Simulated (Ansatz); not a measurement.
**A trial form of InTe₄**

The calculation used DFT PBE, scalar-relativistic, plane waves, PAW (Ansatz 0.2.0). Cutoff 420 eV, Gaussian smearing, Γ-centred meshes. Cell and atoms relax first on a coarse mesh and then on a finer one. In between, the cell is made exact in the group found at 0.06 Å. In metals the finer mesh still leaves noise of several meV/atom or more. The steps can't lower the symmetry of their start. No spin polarisation.

Recipe of this trial structure of InTe₄: random cell by space group and Wyckoff sites (P4/mmm, No. 123). Lengths were set from tabulated atomic sizes, so they are only a guess.

```cif
data_structure
_symmetry_space_group_name_H-M 'P4/mmm'
_symmetry_Int_Tables_number 123
_cell_length_a 4.3820
_cell_length_b 4.3820
_cell_length_c 8.8532
_cell_angle_alpha 90.000
_cell_angle_beta 90.000
_cell_angle_gamma 90.000
_cell_volume 170.00
loop_
_atom_site_label
_atom_site_type_symbol
_atom_site_symmetry_multiplicity
_atom_site_Wyckoff_symbol
_atom_site_fract_x
_atom_site_fract_y
_atom_site_fract_z
_atom_site_occupancy
In1 In 1 d 0.50000 0.50000 0.50000 1
Te1 Te 2 h 0.50000 0.50000 0.86719 1
Te2 Te 2 g 0.00000 0.00000 0.15031 1
```

Energies over the elements count from the elements' standard structures at the same level, with no fitted energy shifts.

Task: Describe the relaxed structure.

Result: The symmetry stays P4/mmm (No. 123). The volume per atom grows by 19.9 %, from 34.0 to 40.8 Å³. The shortest distance goes from 2.35 Å (Te–Te) to 3.07 Å (Te–Te). The ratio c/a of the conventional cell changes by a factor of 1.32. The energy falls by about 0.62 eV/atom (the start's value is from the coarse mesh). Conventional cell: a = 4.239 Å, c = 11.344 Å. Around In lie 2 Te at 3.35 Å, 8 Te at 4.02 Å and 4 In at 4.24 Å; Te on its first site is surrounded by 4 Te at 3.07 Å and 1 In at 3.35 Å; Te on its second site has 4 Te at 3.07 Å and 4 In at 4.02 Å.

```
CELL_PARAMETERS angstrom
4.23915 0.00000 0.00000
0.00000 4.23915 0.00000
0.00000 0.00000 11.34427
ATOMIC_POSITIONS crystal
In 0.50000 0.50000 0.50000
Te 0.50000 0.50000 0.79546
Te 0.50000 0.50000 0.20454
Te 0.00000 0.00000 0.26434
Te 0.00000 0.00000 0.73566
```

Task: Give its energy and gap.

Result: The formation energy is +0.07 eV/atom. The gap on the 10×10×4 mesh of the 5-atom cell is 0 eV (a metal).

A positive value: parting into the elements would lower its energy.

The last run used Gaussian smearing of 0.10 eV. Weakly bound directions are ill-defined at this level, which has no dispersion term. Spin–orbit coupling, which can matter for Te, is left out. An odd number of electrons in the primitive cell allows no gap without spin; a larger cell or a magnetic state could open one. The cell is a metal run without spin; a magnetic state may lie lower. The reference form of Te is held partly by dispersion forces, which this level lacks. Symmetry constrained the relaxation, so the result can be a saddle point.
